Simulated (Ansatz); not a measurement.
FeGe2: pressure against volume

FeGe2, I4/mcm, a = 5.807 Å, c = 4.880 Å. The structure is a Materials Project entry; whether it is the stable form wasn't checked. Ansatz: PBEsol, PAW, 420 eV, Γ-centred 10×10×10 mesh on 6 atoms, Gaussian smearing 0.10 eV; collinear spin, largest moment 1.2 μB. Shape and atoms are relaxed at each volume; pressure is positive in compression.

```
V (Å³/atom) P (GPa)
     12.067        ?
     12.479    17.85
     12.890    10.77
     13.302     4.88
     13.713     0.00
     14.124    -4.01
     14.536    -7.24
     15.084   -10.60
```

**Question.** Take V0 = 13.713 Å³/atom, fit the third-order Birch–Murnaghan form to the other rows, and predict the missing pressure.

**Answer.** With the Eulerian strain f = ½[(V0/V)^(2/3) − 1] and y = P/[3f(1 + 2f)^(5/2)], the form is the line y = B0 + 1.5 B0 (B0′ − 4) f. Rows (f, y): 0.03244, 156.7; 0.02106, 153.8; 0.01025, 150.8; -0.00975, 144.0; -0.01906, 139.5; -0.03078, 134.6. Means f = 0.0006933, y = 146.57; Σ(Δf)² = 0.003004, ΣΔfΔy = 1.053; the slope is their ratio. y = 146.3 + 350.4 f GPa, so B0 = 146.3 GPa and B0′ = 4 + 2 × (350.4)/(3 × 146.3) = 5.60. At V = 12.067, f = 0.04449, y = 161.89 and P = 26.74 GPa. The run gave 26.32 GPa, so the fit is 0.42 GPa too high, 1.1 % of the span of the series, against an rms of 0.06 GPa on the fitted rows. The row lies outside the fitted range. The points of y bend away from a line: a fourth-order term fitted to them gives P = 26.26 GPa at this row's volume (the line 26.74, the run 26.32). The records add, with no proof that it causes the miss: the largest moment runs from 0.92 to 1.48 μB along the series.

The largest moment runs from 0.92 to 1.48 μB along the series, so B0 and B0′ hold the change of the moment too.

Only parallel moments were tried here.